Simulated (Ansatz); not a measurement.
# Notes on LiRe

```
Li Re
1.0
     3.19863    0.00000    0.00000
     0.00000    5.48480    0.00000
    -0.04790    0.00000    5.38359
Li Re
4 4
Direct
  0.13200 0.50190 0.45797
  0.63200 0.00190 0.45797
  0.13200 0.49810 0.95797
  0.63200 0.99810 0.95797
  0.13069 0.16775 0.70856
  0.63069 0.66775 0.70856
  0.13069 0.83225 0.20856
  0.63069 0.33225 0.20856
```

Level: m-r2SCAN, no spin polarisation; 500 eV; 8×5×5 Γ-centred mesh; fermi-dirac occupations (width 0.1 eV); Ansatz 0.2.0, fixed geometry.

Q: Give the Bader charges.

A: Bader charges in e: Li +0.76, Re -0.76. In the mean Li gives up most and Re takes most.

Q: What is the formation energy?

A: 1.67 eV an atom against the elements' usual phases (free molecules for gases, crystals otherwise, with no correction for O₂ or N₂), so at this geometry it isn't bound against them. Relaxing would lower it.

Q: What does the stress say?

A: The pressure is 4.8 GPa (compression positive), so with the atoms held at these fractions the cell would first expand. The principal stresses -0.3, 6.0, 8.7 GPa differ, so its shape would change too.

Q: What happens at the Fermi level?

A: It is a metal, with about 3.6 states/eV a cell as the mean within 0.25 eV of the Fermi level, mostly Re d (94 %).

Origin: a known structure type with other elements, at an estimated volume, so it need not be a known compound. Caveats: m-r2SCAN is r2SCAN with a changed spin dependence that lowers moments.
